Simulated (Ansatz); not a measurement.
Here is the system:

Y:
```cif
data_Y
_chemical_formula_sum 'Y1'
_space_group_name_H-M_alt 'P 1'
_space_group_IT_number 1
_cell_length_a 3.60722
_cell_length_b 3.60722
_cell_length_c 3.60722
_cell_angle_alpha 60.000
_cell_angle_beta 60.000
_cell_angle_gamma 60.000
loop_
_space_group_symop_operation_xyz
  'x, y, z'
loop_
_atom_site_label
_atom_site_type_symbol
_atom_site_fract_x
_atom_site_fract_y
_atom_site_fract_z
_atom_site_occupancy
Y1 Y 0.00000 0.00000 0.00000 1
```

This is the r²SCAN-relaxed structure.

All from r²SCAN (plane waves, PAW; program Ansatz), unless another level is named. Give the Hill bulk and shear moduli.

37.2 and 16.8 GPa.

Predict the vibrational entropy at 300 K.

45.6 J/(K·mol of atoms).

Space group Fm-3m (fcc (Cu type)). The first step of the workflow began from a Materials Project structure, measured or hypothetical; the Crystallography Open Database files this formula in space group No. 225, but the cells were not matched. It is not the phase usual at ambient conditions (space group No. 194). The cell was relaxed with r²SCAN under the symmetry of its start; its stability against distortions is not shown here. The run is not spin-polarised. As this level gives no gap, shear constants depend on the k-mesh and smearing (Fermi–Dirac, 0.1 eV here).

Potentials: the earlier of the program's two PAW sets. The files were generated under PBE; for other functionals the program regenerates the frozen cores, and for LDA and PBEsol the local potential too.
